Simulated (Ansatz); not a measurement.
The relaxed structure here is a generated cell of Nb: the first start was made by placing the elements on the sites of a structure type, and the end was not matched to a known phase here, so it may be hypothetical. Known forms of Nb include space group No. 229.

One starting cell of Nb (a generated cell, Nb placed in the beta-Sn structure type) was relaxed twice with Ansatz (plane waves, PAW, scalar-relativistic): with r2SCAN at 500 eV and with PBE at 420 eV. The r2SCAN result:

Nb is taken in the tetragonal space group I4₁/amd, origin choice 1 (No. 141), Pearson symbol tI4. Cell: a = b = 5.184 Å, c = 2.830 Å, α = β = γ = 90.00°. Nb on 4a is surrounded by 4 Nb at 2.687 Å and 2 Nb at 2.830 Å. (Neighbours: up to the widest gap in distance over summed covalent radii, below 1.35, at either atom.)
(The calculation used a cell of 2 atoms; values per cell refer to that cell.)

| quantity | r2SCAN | PBE |
|---|---|---|
| space group | I4₁/amd | I4₁/amd |
| volume (Å³/atom) | 19.01 | … |
| a (Å) | 5.184 | … |
| c (Å) | 2.830 | … |
| gap (eV, no spin-orbit coupling) | 0.00 | … |

**Question.** What does PBE give for the same quantities?

**Answer.** 
- volume (Å³/atom), PBE: 19.18
- a (Å), PBE: 5.196
- c (Å), PBE: 2.842
- gap (eV, no spin-orbit coupling), PBE: 0.00

Both levels end in the same structure; PBE's volume is 0.9 % larger. Neither column is exact.

No spin polarisation in the result.

The run could not lose the symmetry of its start, so the end can be a saddle point.

All atoms sit on sites fixed by symmetry, so only the cell could relax.

Ansatz is a first-principles code.
